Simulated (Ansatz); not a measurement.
**Structure relaxation, Nb2C**

The relaxed structure here is a generated cell of Nb2C: the first start was made by a random draw of sites in a space group, and the end was not matched to a known phase here, so it may be hypothetical.

The start is a randomly generated symmetric cell of Nb2C (space group No. 191). The structure is fully relaxed (lattice and positions, P = 0) with PBEsol (plane waves to 420 eV, PAW, scalar-relativistic; Ansatz, a first-principles code). The first steps use a coarse 4×4×7 k-mesh.

Input geometry:
```
Nb2C
1.0
    6.93601     0.00000     0.00000
   -3.46800     6.00676     0.00000
    0.00000     0.00000     3.58509
C Nb
3 6
Direct
  0.00000   0.00000   0.50000
  0.33333   0.66667   0.50000
  0.66667   0.33333   0.50000
  0.17267   0.34535   0.00000
  0.65465   0.82733   0.00000
  0.17267   0.82733   0.00000
  0.82733   0.65465   0.00000
  0.34535   0.17267   0.00000
  0.82733   0.17267   0.00000
```

Task: How much energy is released per atom?

Result: About 1.5 eV/atom.

Task: How does the volume per atom move from start to end?

Result: -12.5 %, from 16.60 to 14.52 Å³/atom.

Task: How do the shortest distances between atoms change?

Result: The closest pairs of elements (up to four, under 3.6 Å), start → end: Nb–Nb 2.07 → 2.55 Å; C–Nb 2.63 → 2.19 Å; C–C 3.59 → 2.84 Å.

Task: Is the relaxed structure metallic? Give its gap.

Result: Zero (metallic).

Task: Give the final cell and atomic positions.

Result: 
```cif
data_C3Nb6
_chemical_formula_sum 'C3 Nb6'
_space_group_name_H-M_alt 'P6/mmm'
_space_group_IT_number 191
_space_group_name_Hall '-P 6 2'
_cell_length_a 7.29367
_cell_length_b 7.29367
_cell_length_c 2.83638
_cell_angle_alpha 90.000
_cell_angle_beta 90.000
_cell_angle_gamma 120.000
loop_
_atom_site_label
_atom_site_type_symbol
_atom_site_symmetry_multiplicity
_atom_site_Wyckoff_symbol
_atom_site_fract_x
_atom_site_fract_y
_atom_site_fract_z
_atom_site_occupancy
C1 C 1 b 0.00000 0.00000 0.50000 1
C2 C 2 d 0.33333 0.66667 0.50000 1
Nb1 Nb 6 l 0.20155 0.40310 0.00000 1
```

The space group stays P6/mmm (No. 191) (the run could not lower it), with 9 atoms in the primitive cell. Final values are on a 8×8×16 k-mesh of the relaxed cell. The start holds a very short contact (Nb–Nb 2.07 Å). No spin polarisation in the result.

The run could not lower the symmetry of its start; a shaken copy of this end point relaxes with PBEsol to C2/m (No. 12), 1.23 eV/atom lower.
